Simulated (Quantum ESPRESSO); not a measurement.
pw.x input (Quantum ESPRESSO 7.5; PBEsol, PseudoDojo standard norm-conserving files, scalar-relativistic):

```
&CONTROL
  calculation = 'scf'
  pseudo_dir = './pseudo'
  outdir = './out'
  tprnfor = .true.
  tstress = .true.
/
&SYSTEM
  ibrav = 0
  nat = 3
  ntyp = 3
  ecutwfc = 82.0
  ecutrho = 328.0
  occupations = 'smearing'
  smearing = 'fd'
  degauss = 0.005
  nbnd = 15
/
&ELECTRONS
  conv_thr = 3e-10
/
ATOMIC_SPECIES
H 1.0080 H.upf
Li 6.9400 Li.upf
Pd 106.4200 Pd.upf
CELL_PARAMETERS angstrom
  2.779470000000   0.000000000000   0.000000000000
  0.000000000000   2.779470000000   0.000000000000
  0.000000000000   0.000000000000   3.904320000000
ATOMIC_POSITIONS crystal
H   0.500000000000   0.500000000000   0.000000000000
Li   0.500000000000   0.500000000000   0.500000000000
Pd   0.000000000000   0.000000000000   0.000000000000
K_POINTS automatic
16 16 12 0 0 0
```

End of the output:

```
     total energy              =    -285.27721868 Ry
     estimated scf accuracy    <       0.00000163 Ry
     total energy              =    -285.27721902 Ry
     estimated scf accuracy    <       0.00000003 Ry
     total energy              =    -285.27721902 Ry
     estimated scf accuracy    <       0.00000002 Ry
[...]
     the Fermi energy is    11.4867 ev
!    total energy              =    -285.27721902 Ry
     estimated scf accuracy    <          1.6E-11 Ry
     smearing contrib. (-TS)   =      -0.00048669 Ry
     internal energy E=F+TS    =    -285.27673233 Ry
     The total energy is F=E-TS. E is the sum of the following terms:
     one-electron contribution =    -148.61227867 Ry
     hartree contribution      =      81.35132885 Ry
     xc contribution           =     -45.01583323 Ry
     ewald contribution        =    -172.99994929 Ry
     convergence has been achieved in  10 iterations
     Forces acting on atoms (cartesian axes, Ry/au):
     atom    1 type  1   force =     0.00000000    0.00000000    0.00000000
     atom    2 type  2   force =     0.00000000    0.00000000    0.00000000
     atom    3 type  3   force =     0.00000000    0.00000000    0.00000000
     Total force =     0.000000     Total SCF correction =     0.000000
     Computing stress (Cartesian axis) and pressure
          total   stress  (Ry/bohr**3)                   (kbar)     P=      -18.13
  -0.00018988   0.00000000   0.00000000          -27.93        0.00        0.00
   0.00000000  -0.00018988   0.00000000            0.00      -27.93        0.00
   0.00000000   0.00000000   0.00000998            0.00        0.00        1.47
```

Spin-orbit coupling is not included.

Geometry of the Materials Project entry, not relaxed at this level.
